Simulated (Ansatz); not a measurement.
Relaxation of a generated trial cell of VSi2 in the AFLOW prototype A2B_hP9_189_fg_bc (C22, as in Fe2P); 9 atoms in the cell, which starts as P-62m (No. 189), hP9; a = b = 6.1614 Å, c = 3.6033 Å, α = β = 90.00°, γ = 120.00°. Level of theory: PBEsol (plane waves to 420 eV, PAW, scalar-relativistic; Ansatz, a program for electronic structure). Γ-centred k-mesh 5×5×7 on the run's cell (coarser than for final values), Fermi–Dirac smearing 0.05 eV. This is the first round of the run. Spin-polarised start, with parallel moments on V.

The optimiser's lines from the output (shortened; P is positive under compression):

```
relax step   1: F+E_penalty+E_count = -12383.39173949 eV  Δ(F+E_penalty+E_count) = +0.000e0 eV  max|allowed force component| = 7.760e-1 eV/Å  Δτ_max = 0.0000 Å  P = +9.795 GPa  Ω = 118.468 Å³  (19 SCF iters, dr2 threshold 1.00e-7 eV, accepted)
relax step   2: F+E_penalty+E_count = -12384.55288542 eV  Δ(F+E_penalty+E_count) = -1.161e0 eV  max|allowed force component| = 6.238e-1 eV/Å  Δτ_max = 0.0944 Å  P = +2.734 GPa  Ω = 122.351 Å³  (15 SCF iters, dr2 threshold 9.00e-7 eV, accepted)
relax step   3: F+E_penalty+E_count = -12384.91867410 eV  Δ(F+E_penalty+E_count) = -3.658e-1 eV  max|allowed force component| = 1.435e-1 eV/Å  Δτ_max = 0.1257 Å  P = +0.407 GPa  Ω = 123.229 Å³  (11 SCF iters, dr2 threshold 9.00e-7 eV, accepted)
relax step   4: F+E_penalty+E_count = -12384.92216891 eV  Δ(F+E_penalty+E_count) = -3.495e-3 eV  max|allowed force component| = 5.998e-2 eV/Å  Δτ_max = 0.0064 Å  P = -0.000 GPa  Ω = 123.567 Å³  (12 SCF iters, dr2 threshold 9.00e-7 eV, accepted)
relax step   5: F+E_penalty+E_count = -12384.92282330 eV  Δ(F+E_penalty+E_count) = -6.544e-4 eV  max|allowed force component| = 2.254e-3 eV/Å  Δτ_max = 0.0043 Å  P = +0.082 GPa  Ω = 123.440 Å³  (11 SCF iters, dr2 threshold 2.25e-7 eV, accepted)
relax step   6: F+E_penalty+E_count = -12384.92284296 eV  Δ(F+E_penalty+E_count) = -1.965e-5 eV  max|allowed force component| = 1.851e-3 eV/Å  Δτ_max = 0.0004 Å  P = -0.029 GPa  Ω = 123.559 Å³  (8 SCF iters, dr2 threshold 6.54e-8 eV, accepted)
relax step   7: F+E_penalty+E_count = -12384.92285511 eV  Δ(F+E_penalty+E_count) = -1.216e-5 eV  max|allowed force component| = 4.589e-5 eV/Å  Δτ_max = 0.0002 Å  P = -0.000 GPa  Ω = 123.531 Å³  (11 SCF iters, dr2 threshold 2.56e-9 eV, accepted)
relax step   8: F+E_penalty+E_count = -12384.93384861 eV  Δ(F+E_penalty+E_count) = -1.099e-2 eV  max|allowed force component| = 1.110e-3 eV/Å  Δτ_max = 0.0000 Å  P = +0.158 GPa  Ω = 123.531 Å³  stress off target by 2.36e-1 GPa  SCF on the basis re-selected at this cell (its energy is not comparable with the rows above)  (14 SCF iters)
relax step   9: F+E_penalty+E_count = -12384.93399305 eV  Δ(F+E_penalty+E_count) = -1.444e-4 eV  max|allowed force component| = 1.490e-3 eV/Å  Δτ_max = 0.0009 Å  P = +0.015 GPa  Ω = 123.628 Å³  (8 SCF iters, dr2 threshold 1.39e-7 eV, accepted)
relax step  10: F+E_penalty+E_count = -12384.93399186 eV  Δ(F+E_penalty+E_count) = +1.188e-6 eV  max|allowed force component| = 1.880e-4 eV/Å  Δτ_max = 0.0002 Å  P = -0.001 GPa  Ω = 123.638 Å³  (12 SCF iters, dr2 threshold 1.03e-9 eV, accepted)
relax step  11: F+E_penalty+E_count = -12384.93403244 eV  Δ(F+E_penalty+E_count) = -4.058e-5 eV  max|allowed force component| = 1.784e-4 eV/Å  Δτ_max = 0.0000 Å  P = -0.001 GPa  Ω = 123.638 Å³  stress off target by 2.26e-3 GPa  SCF on the basis re-selected at this cell (its energy is not comparable with the rows above)  (10 SCF iters)
```

From the first to the last row the energy changes by -0.17 eV/atom and the volume by +4.4 %. The last row is marked as not comparable with the walk above it, whose basis was carried along; it does compare with step 1, since both stand on a basis selected at the nominal cutoff for their own cell.

Later rounds, restarted from the end of this one on a renewed k-mesh, logged 8 more steps and released under 0.01 eV/atom more. The final structure after all rounds: P-62m (No. 189), hP9; a = b = 6.638 Å, c = 3.234 Å, α = β = 90.00°, γ = 120.00°. Between re-selections the logged energies stand on a plane-wave basis carried along with the cell. No spin polarisation in the result: the starting moments vanished. The relaxed primitive cell holds an odd number of electrons. A magnetic state may lie lower.

The run could not lose the symmetry of its start: the end is stationary, and may be a saddle point rather than a minimum.

The relaxed structure here is a generated cell of VSi2: the first start was made by placing the elements on the sites of a structure type, and the end was not matched to a known phase here, so it may be hypothetical.
